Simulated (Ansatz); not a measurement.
C:
```
CELL_PARAMETERS angstrom
     -1.26434     1.26434     4.31012
      1.26434    -1.26434     4.31012
      1.26434     1.26434    -4.31012
ATOMIC_POSITIONS crystal
  C  0.41380 0.41380 0.00000
  C  0.16380 0.66380 0.50000
  C  0.33620 0.83620 0.50000
  C  0.58620 0.58620 0.00000
```

Relaxed with r²SCAN. Special points in fractions of this cell's reciprocal vectors: Γ (0.000, 0.000, 0.000); X (0.000, 0.000, 0.500); P (0.250, 0.250, 0.250); N (0.000, 0.500, 0.000); M (0.500, 0.500, -0.500); S (0.272, 0.728, -0.272); S0 (-0.272, 0.272, 0.272); R (-0.043, 0.043, 0.500); G (0.500, 0.500, -0.043).

List the band energies nearest the Fermi level at these points for r²SCAN in the plane-wave PAW code Ansatz.

In eV from the Fermi level; about four levels below and three above (degenerate sets whole), none deeper than 8.9 eV; … stands for higher levels left out; points with the same levels are listed once.

| k | below | above |
|---|---|---|
| Γ | -6.34 -6.34 -2.77 -2.13 -2.13 | 5.24 7.12 … |
| X | -2.95 -2.95 -2.68 -2.68 | … |
| P | -3.41 -3.41 -2.18 -2.18 | … |
| N | -7.31 -5.87 -5.83 | 2.25 3.33 3.46 |
| M | -6.68 -6.68 -0.95 -0.95 | 6.16 6.16 … |
| S | -8.23 -5.87 -5.38 | 2.66 2.69 2.91 |
| R | -3.37 -3.37 -2.06 -2.06 | … |

Space group I4_1/amd. The start of the workflow was typed in or built on a structure type; the Crystallography Open Database files this formula in space group No. 141, but the cells were not matched. It is not the phase usual at ambient conditions (space group No. 194, 227). Symmetry was held in the r²SCAN relaxation; its stability against distortions is not shown here.

Potentials: the earlier of the program's two PAW sets.
